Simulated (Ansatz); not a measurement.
This cell of InP (zinc blende) is off equilibrium:

```yaml
crystal:
  lattice:
    - [0.00000, 5.95953, 5.95953]
    - [2.97977, 2.97977, 5.95953]
    - [2.97977, 2.97977, 0.00000]
  atoms:
    - { symbol: P, position: [0.01566, 0.73434, 0.76566] }
    - { symbol: P, position: [0.48434, 0.76566, 0.73434] }
    - { symbol: In, position: [0.00307, 0.99693, 0.99693] }
    - { symbol: In, position: [0.49693, 0.00307, 0.00307] }
```

Level of theory: PBE (plane waves to 420 eV, PAW, scalar-relativistic; Ansatz, a program for electronic structure). k mesh 10×10×10 (Γ-centred), Fermi-Dirac smearing 0.05 eV. Stress and pressure are positive under compression. InP was relaxed with its symmetry unable to fall.

### Question
Predict the force on every atom, in eV/Å.

### Answer
| atom | Fx | Fy | Fz |
|---|---|---|---|
| P1 | 0.000 | -0.951 | 0.000 |
| P2 | 0.000 | 0.951 | 0.000 |
| In3 | 0.697 | 0.000 | 0.000 |
| In4 | -0.697 | 0.000 | 0.000 |

### Question
Give the stress tensor in GPa and the pressure.

### Answer
```
   0.38     0.00     0.00
   0.00     0.12     0.00
   0.00     0.00     0.56
```
The pressure, a third of the trace, is 0.36 GPa.

(For displaced atoms, the force is minus the slope of the energy, and its curvature is a force constant, which sets phonon frequencies.)
